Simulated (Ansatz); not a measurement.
## LiNbSe$_{2}$: structures and their energies

7 relaxations of LiNbSe2 ended in 3 distinct structures. Calculation: r2SCAN (plane waves to 500 eV, PAW, scalar-relativistic; Ansatz, a first-principles code).

```tsv
#	space group	Pearson	type	E − E(lowest) (eV/atom)	V (Å³/atom)	gap (eV, no SOC)	runs ending here
1	P6₃/mmc	hP8	–	0.000	18.23	0.74	4
2	P6₃/mmc	hP8	AFLOW prototype ABC2_hP8_194_d_a_f (as in AlCr2C)	0.23	19.16	0.00	1
3	P3m1	hP8	–	0.80	19.39	0.00	2
```

P6₃/mmc, hP8 is the lowest among the structures calculated here.

```cif
data_Li2Nb2Se4
_chemical_formula_sum 'Li2 Nb2 Se4'
_space_group_name_H-M_alt 'P63/mmc'
_space_group_IT_number 194
_space_group_name_Hall '-P 6c 2c'
_cell_length_a 3.52391
_cell_length_b 3.52391
_cell_length_c 13.55781
_cell_angle_alpha 90.000
_cell_angle_beta 90.000
_cell_angle_gamma 120.000
loop_
_atom_site_label
_atom_site_type_symbol
_atom_site_symmetry_multiplicity
_atom_site_Wyckoff_symbol
_atom_site_fract_x
_atom_site_fract_y
_atom_site_fract_z
_atom_site_occupancy
Li1 Li 2 a 0.00000 0.00000 0.00000 1
Nb1 Nb 2 b 0.00000 0.00000 0.25000 1
Se1 Se 4 f 0.33333 0.66667 0.12770 1
```

Each run could gain symmetry but not lose that of its start, so entries can be saddle points. From databases, or of a type measured for this composition: P6₃/mmc, hP8; the others are generated cells (placed on structure types, drawn at random, substituted or restacked) that were not matched to a known phase here. Static energies at zero pressure. The runs use different k-meshes, so differences are rounded accordingly. No spin polarisation in the result.
